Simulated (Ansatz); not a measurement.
# Every step of a relaxation of hcp Ti (0001), 6 layers

DFT, PBE, PAW with Ansatz's default frozen-core files, scalar-relativistic (Ansatz 0.2.0); a Γ-centred 13×13×1 k mesh, Fermi–Dirac smearing of 0.05 eV, no spin polarisation. The run relaxes the atoms in the fixed cell.

Command: `ansatz run input.yaml --threads 2 --pin off --max-ram 4096MiB --backend cpu --events-out ev --progress --plain --runs-dir out` It took 28 s on 2 threads of Intel(R) Xeon(R) Platinum 8488C (Sapphire Rapids), on a shared host, peak memory 0.54 GiB.

```yaml
crystal:
  lattice:
    - [2.9399472392, 0.0, 0.0]
    - [-1.4699736196, 2.5460689949, 0.0]
    - [0.0, 0.0, 27.6197]
  atoms:
    - { symbol: Ti, position: [0.833333333, 0.166666667, 0.2896488051] }
    - { symbol: Ti, position: [0.166666667, 0.833333333, 0.373789283] }
    - { symbol: Ti, position: [0.833333333, 0.166666667, 0.457929761] }
    - { symbol: Ti, position: [0.166666667, 0.833333333, 0.542070239] }
    - { symbol: Ti, position: [0.833333333, 0.166666667, 0.626210717] }
    - { symbol: Ti, position: [0.166666667, 0.833333333, 0.7103511949] }
kpoints:
  mp_grid: { grid: [13, 13, 1] }
scf:
  occupations: { method: fermi_dirac, width: 0.05 }
hamiltonian:
  xc: pbe
  pseudopotentials: { kind: paw }
output:
  forces: true
  stress: true
  eigenvalues: true
relax:
  f_tol: 0.01
  max_steps: 40
efield:
  axis: 3
  amplitude: 0
  dipole_correction: true
```

Each step lists its free energy a cell above the last geometry, and Cartesian positions (Å) with forces (eV/Å).

The first step:

```
step 1  dF = 103.75 meV
  Ti 2.2050 0.4243 8.0000   0.0000 0.0000 0.5265
  Ti -0.7350 2.1217 10.3239   0.0000 0.0000 -0.6052
  Ti 2.2050 0.4243 12.6479   0.0000 0.0000 0.0647
  Ti -0.7350 2.1217 14.9718   0.0000 0.0000 -0.0647
  Ti 2.2050 0.4243 17.2958   0.0000 0.0000 0.6052
  Ti -0.7350 2.1217 19.6197   0.0000 0.0000 -0.5265
```

Question: Where does the relaxation end, and by which steps?

Answer: After 4 geometries, with a shortest distance of 2.747 Å. The further steps:
```
step 2  dF = 42.26 meV
  Ti 2.2050 0.4243 8.1845   0.0000 0.0000 -0.4699
  Ti -0.7350 2.1217 10.2619   0.0000 0.0000 0.4226
  Ti 2.2050 0.4243 12.6403   0.0000 0.0000 0.2138
  Ti -0.7350 2.1217 14.9794   0.0000 0.0000 -0.2138
  Ti 2.2050 0.4243 17.3578   0.0000 0.0000 -0.4226
  Ti -0.7350 2.1217 19.4352   0.0000 0.0000 0.4699
step 3  dF = 0.11 meV
  Ti 2.2050 0.4243 8.1181   0.0000 0.0000 -0.0078
  Ti -0.7350 2.1217 10.2760   0.0000 0.0000 0.0086
  Ti 2.2050 0.4243 12.6703   0.0000 0.0000 -0.0257
  Ti -0.7350 2.1217 14.9494   0.0000 0.0000 0.0257
  Ti 2.2050 0.4243 17.3437   0.0000 0.0000 -0.0086
  Ti -0.7350 2.1217 19.5016   0.0000 0.0000 0.0078
step 4  dF = 0.00 meV
  Ti 2.2050 0.4243 8.1128   0.0000 0.0000 0.0010
  Ti -0.7350 2.1217 10.2730   0.0000 0.0000 0.0020
  Ti 2.2050 0.4243 12.6657   0.0000 0.0000 0.0019
  Ti -0.7350 2.1217 14.9540   0.0000 0.0000 -0.0019
  Ti 2.2050 0.4243 17.3467   0.0000 0.0000 -0.0020
  Ti -0.7350 2.1217 19.5069   0.0000 0.0000 -0.0010
```
